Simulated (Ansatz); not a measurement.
Values for one crystal, relaxed and computed with the program Ansatz at the r²SCAN level (PAW); other levels are named.

| Item | Result |
|---|---|
| Volume per atom | 11.85 Å³ |
| Band gap | 4.28 eV (direct) |
| Young's modulus | 137 GPa |
| Highest zone-centre frequency (without LO–TO term) | 685 cm^-1 |
| Formation energy from the elements (no fitted shifts) | -2.82 eV/atom |
| Conduction-band minimum | at Γ |
| Largest static χ(2) component | 4.0 pm/V |

Question: Which of these materials gives this?
A. Ga2O3, La2O3 or Ni2Al3 type
B. MgS, rock salt
C. Ga2O3, Pna2_1 (Pearson symbol oP40)
D. MgO, P3m1 (Pearson symbol hP12)

Answer: D, MgO, P3m1 (Pearson symbol hP12)

The workflow started from a Materials Project entry (that database holds measured and hypothetical structures alike); the Crystallography Open Database copy checked does not list it. It is not the phase usual at ambient conditions (space group No. 225). The cell was relaxed with r²SCAN under the symmetry of its start; its stability against distortions is not shown here. The references are the lowest solids computed at this level, not always the standard phases (solids in place of the gases).

Potentials: the later of the program's two PAW sets.
